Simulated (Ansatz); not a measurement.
# Two-dimensional strain map in NaMgF₃

All numbers below come from DFT PBEsol, scalar-relativistic, plane waves, PAW in Ansatz 0.2.0. The runs took a 420 eV cutoff, a Γ-centred 6×6×6 mesh and Gaussian smearing (0.05 eV). No spin polarisation. Energies are free energies at this smearing, counted from the undisturbed cell; pressure is positive in compression.

The undisturbed cell (as given, not relaxed at this level; it stands at -2.3 GPa, and it needn't be the usual structure):

```yaml
crystal:
  lattice:
    - [3.95084, 0.00000, 0.00000]
    - [0.00000, 3.95084, 0.00000]
    - [0.00000, 0.00000, 3.95084]
  atoms:
    - { symbol: Na, position: [0.00000, 0.00000, 0.00000] }
    - { symbol: Mg, position: [0.50000, 0.50000, 0.50000] }
    - { symbol: F, position: [0.50000, 0.50000, 0.00000] }
    - { symbol: F, position: [0.50000, 0.00000, 0.50000] }
    - { symbol: F, position: [0.00000, 0.50000, 0.50000] }
```

The cell is strained by p along both x and y and by q along z, fractional coordinates fixed. Points are written (p, q).

Energy above the undisturbed cell in meV/atom (a dash: not computed):

| p \ q | -0.080 | -0.040 | 0.000 | 0.040 | 0.080 |
| --- | --- | --- | --- | --- | --- |
| -0.080 | 150.4 | ? | 80.4 | 77.7 | 86.8 |
| -0.040 | 58.3 | – | 9.2 | – | 32.5 |
| 0.000 | ? | 2.5 | 0.0 | 14.1 | ? |
| 0.040 | 46.9 | – | 31.7 | – | 83.7 |
| 0.080 | 92.3 | ? | 90.3 | 117.4 | 153.9 |

**Question.** Fill in the withheld energies.

**Answer.** (-0.080, -0.040): 101.5; (0.000, -0.080): 30.8; (0.000, 0.080): 38.4; (0.080, -0.040): 78.9.

Symmetry holds off the tilts and polar distortions that many cubic perovskites undergo.